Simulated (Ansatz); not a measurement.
Input and command of a plane-wave DFT calculation in Ansatz:

```yaml
crystal:
  lattice:
    - [2.84964, 0.0, 0.0]
    - [-1.42482, 2.467861, 0.0]
    - [0.0, 0.0, 4.653443]
  atoms:
    - { symbol: Mo, position: [0.0, 0.0, 0.0] }
    - { symbol: Mo, position: [0.33333333, 0.66666667, 0.5] }
basis:
  ecutwfc: 420
kpoints:
  mp_grid: { grid: [9, 9, 4] }
hamiltonian:
  xc: pbesol
scf:
  occupations: { method: gaussian, width: 0.1 }
output:
  forces: true
  stress: true
  eigenvalues: true
```

```bash
ansatz run input.yaml --threads 1 --pin off --max-ram 2560MiB --backend cpu --events-out ev --progress --plain --runs-dir out
```

Processor: AMD EPYC 7R13 Processor (Zen 3), 1 thread, on a host shared with other jobs.

Task: How long does it run, and how much memory does it take?

Result: About 1.3 s on 1 thread of AMD EPYC 7R13 Processor (Zen 3) (shared host), peak memory 0.34 GiB. It solves 18 bands at 36 k points (the mesh reduced by the symmetry that the task leaves, which can be less than the crystal's) with about 627 plane waves, in 6 SCF iterations.
